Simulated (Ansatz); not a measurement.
Input:

Relaxed MoS2 (2H-MoS2 type, space group P6_3/mmc):

```
CELL_PARAMETERS angstrom
      3.14944     0.00000     0.00000
     -1.57472     2.72750     0.00000
      0.00000     0.00000    12.09150
ATOMIC_POSITIONS crystal
  Mo 0.33333 0.66667 0.25000
  Mo 0.66667 0.33333 0.75000
  S  0.33333 0.66667 0.62050
  S  0.66667 0.33333 0.12050
  S  0.66667 0.33333 0.37950
  S  0.33333 0.66667 0.87950
```

In this cell atom 6 (S, nearest neighbour Mo at 2.400 Å; its periodic images, 3.1 Å or more away, move with it) is moved by s along Cartesian [110], unit vector (0.707, 0.707, 0.000); all other atoms and the cell stay fixed.

Level of theory: PBE-D3(BJ) (plane waves to 420 eV, PAW, scalar-relativistic; Ansatz, an electronic-structure program). k mesh 10×10×3 (Γ-centred), Fermi-Dirac smearing 0.05 eV. E stands for the smeared free energy. MoS2 is run without spin polarisation. MoS2 was relaxed with its symmetry unable to fall. The PAW data are Ansatz's earlier set. ΔE is measured from the undisplaced structure.

The scan covers s from -0.240 to 0.240 Å in 11 points.

Problem. Is the energy the same for displacements of ±0.240 Å, and if not, which side lies higher?

Solution. Not even: the negative side lies higher at ±0.240 Å. With its periodic images moving along, the atom's site symmetry in this cell is 3m..

Problem. What is the force constant k = d²E/ds² of this move at s = 0?

Solution. 9.85 eV/Å².

(A displaced cell: forces are minus the slopes of the energy, force constants its curvatures, and phonons follow from these.)
